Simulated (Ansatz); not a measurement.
Mg2Sn (fluorite or antifluorite type, space group No. 225) at seven volumes, plane-wave PAW LDA (Ansatz code), scaled uniformly. One row is withheld.

| V (Å³/atom) | P (GPa) |
|---|---|
| 22.437 | 5.37 |
| 23.177 | ? |
| 23.917 | 1.52 |
| 24.656 | 0.00 |
| 25.396 | -1.30 |
| 26.136 | -2.40 |
| 26.875 | -3.35 |

### Question
Fit the shown pressures and predict the withheld one.

### Answer
P = (3/2)B₀(x^(7/2) − x^(5/2))[1 + (3/4)(B′ − 4)(x − 1)] with x = (V₀/V)^(2/3). Least squares on the six rows gives V₀ = 24.657 Å³/atom, B₀ = 46.6 GPa, B′ = 4.22. At V = 23.177, x = 1.0421 and P = 3.29 GPa. The run itself gave 3.29 GPa.

Space group Fm-3m (fluorite or antifluorite type). The cell was relaxed with LDA under the symmetry of its start; of distortions, only those at the zone centre were tested. The volume moved by -16 % from the start of the relaxation. Scalar-relativistic: spin–orbit coupling is off unless named, which matters more the heavier the elements.

Potentials: the later of the program's two PAW sets.
